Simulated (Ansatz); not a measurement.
Given:

Sc (hcp, Mg type)

```
CELL_PARAMETERS angstrom
      3.31943     0.00000     0.00000
     -1.65971     2.87471     0.00000
      0.00000     0.00000     5.16637
ATOMIC_POSITIONS crystal
  Sc 0.33333 0.66667 0.75000
  Sc 0.66667 0.33333 0.25000
```

The atoms are displaced by Q × the pattern below (from a DFPT mode at Γ, largest move 1; Q in Å), at fixed cell.

| atom | x | y | z |
|---|---|---|---|
| Sc1 | 0.000 | 0.000 | -1.000 |
| Sc2 | 0.000 | 0.000 | 1.000 |

Calculation: PBE (plane waves to 420 eV, PAW, scalar-relativistic; Ansatz, a program for electronic structure). k mesh 16×16×9 (Γ-centred), Fermi-Dirac smearing 0.05 eV. The energy includes the smearing's −TS. With partly filled bands, energies and forces of such displacements shift with the k mesh and the smearing. Sc is run without spin polarisation. Sc was relaxed with its symmetry unable to fall. ΔE is measured from the undisplaced structure.

The scan covers Q from -0.280 to 0.280 Å in 13 points.

Which space group does the distorted structure have?

P-3m1 (No. 164), lowered from P6_3/mmc.

Is the energy the same for equal positive and negative displacements?

Even: the same for both signs.

What is the energy change at Q = 0.280 Å?

712 meV/cell.

What harmonic wavenumber does the curvature at Q = 0 give?

226 cm⁻¹.

(A displaced cell: forces are minus the slopes of the energy, force constants its curvatures, and phonons follow from these.)
